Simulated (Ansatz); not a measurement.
The relaxed structure here is a generated cell of CdTe: the first start was made by a random draw of sites in a space group, and the end was not matched to a known phase here, so it may be hypothetical. Known forms of CdTe include space group No. 216.

The end point of a relaxation of CdTe. Space group I4₁md (No. 109). The numbers are results of PBE (plane waves to 420 eV, PAW, scalar-relativistic; Ansatz, a quantum-chemistry and plane-wave program), not measurements.

Space group I4₁md (No. 109); a = b = 6.6899 Å, c = 16.2193 Å, α = β = γ = 90.00°

```
atom  site  symmetry       x       y       z
----  ----  --------  ------  ------  ------
Cd      8b       .m.  0.2943  0.0000  0.4110
Te      8b       .m.  0.2224  0.0000  0.2323
```
(The calculation used a cell of 8 atoms; values per cell refer to that cell.)

Estimate the band gap that PBE returns for this input.

No clear gap: the sampled points leave 0.12 eV away from the symmetry points, which may be a band crossing missed between them.

The relaxed cell holds bonded Te–Te pairs (2.98 Å). No spin polarisation in the result. Without spin-orbit coupling the bands of the heavy element are not split, so the gap can be far off.

The run could not lose the symmetry of its start, so the end can be a saddle point.
